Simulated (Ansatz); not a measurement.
# FeBrI (Janus 2H monolayer): the band gap by level of theory

All numbers come from Ansatz 0.2.0. All values are calculated for a non-magnetic cell, which may be hypothetical.

The cell is a free-standing Janus 2H monolayer of FeBrI; cell and atoms were relaxed with r2SCAN. The sheet's in-plane cell has a = 3.648 Å, b = 3.648 Å (γ = 120.0°), and its outermost atoms lie 3.14 Å apart along the normal. Around Fe lie 3 I at 2.51 Å and 3 Br at 2.75 Å; around Br lie 3 Fe at 2.75 Å; around I lie 3 Fe at 2.51 Å.

```yaml
crystal:
  lattice:
    - [3.64791, 0.00000, 0.00000]
    - [-1.82395, 3.15918, 0.00000]
    - [0.00000, 0.00000, 30.50512]
  atoms:
    - { symbol: Fe, position: [0.33333, 0.66667, 0.29067] }
    - { symbol: Br, position: [0.66667, 0.33333, 0.34869] }
    - { symbol: I, position: [0.66667, 0.33333, 0.24574] }
```
Periodic in the plane only; c spans the vacuum.

Relaxed lattice by functional, symmetry kept:

| functional | k mesh | a (Å) | thickness (Å) |
| --- | --- | --- | --- |
| PBE | 12×12×1 | 3.643 | 3.12 |
| r2SCAN | 12×12×1 | 3.648 | 3.14 |
| PBEsol | 12×12×1 | 3.566 | 3.07 |
| LDA | 12×12×1 | 3.524 | 3.04 |
| HSE06 | 6×6×1 | 3.678 | 3.20 |

Gaps on the r2SCAN cell, each the least over its mesh and the special points:

| level | k mesh | gap (eV) | kind | edges | least direct gap (eV) | rough cost |
| --- | --- | --- | --- | --- | --- | --- |
| LDA | 12×12×1 | 0.12 | indirect | K → (1/6, 0.172, 0) | 0.13 | 9 core-seconds |
| PBE | 12×12×1 | 0.19 | indirect | K → K–Γ (0.50) | 0.21 | 10 core-seconds |
| PBE+SOC | 12×12×1 | 0.14 | indirect | K → (1/6, 0.172, 0) | 0.16 | 60 core-seconds |
| r2SCAN | 12×12×1 | 0.66 | direct | K | 0.66 | 20 core-seconds |
| HSE06 | 6×6×1 | 2.11 | indirect | Γ → K | 2.49 | 5 core-minutes |
| HSE06+SOC | 6×6×1 | 1.94 | indirect | Γ → K | 2.41 | 22 core-minutes |
| PBE0 | 6×6×1 | 2.86 | indirect | Γ → K | 3.23 | 5 core-minutes |
| r2SCAN0 | 6×6×1 | 3.26 | indirect | Γ → K | 3.70 | 9 core-minutes |

PBE, PBE+SOC: smearing of 0.02 eV; the others have fixed occupations.
Wave cutoffs: 420 eV, 500 eV (r2SCAN, r2SCAN0).
Points off the special ones are mesh points or PBE's searched band edges, reused at the other levels. Run but not listed, since they were read on a mesh alone, on too coarse a mesh, or into states of the vacuum: LC-ωPBE.
Costs come from shared machines and give only the order; PBE's includes the band path. The runs had 4 threads of AMD EPYC 9R45 96-Core Processor (Zen 5), with other jobs on the host.

The HSE06 gap is indirect, 2.11 eV (Γ to K), below the direct gap of 2.49 eV at Γ–M (0.33 of the way from Γ). Spin-orbit coupling changes the PBE gap by -0.05 eV, to 0.14 eV. Spin-orbit coupling changes the HSE06 gap by -0.18 eV, to 1.94 eV. With so small a gap spin-orbit coupling can invert the bands, which the size of the gap doesn't show: the edges may have crossed and parted again.

r2SCAN covers 24 % of the step from PBE to HSE06, while HSE06 needs about 14 times r2SCAN's rough cost (on a coarser mesh). Spin-orbit coupling moves the least or the direct gap by up to 0.18 eV, so it has to be included where a tenth of an eV counts. Direct and least gap lie within 0.04 eV at some levels, so the kind of gap isn't settled.

Only the levels marked +SOC include spin-orbit coupling.

Gaps or overlaps of about a tenth of an eV are at the limit of these meshes: between the points read a gap can be smaller or closed.

The meshes of the hybrids are coarse, so their gaps aren't converged to the digits shown.

For some runs the program warns that the potential is rough where the density is thin, which bears on empty states near the vacuum.
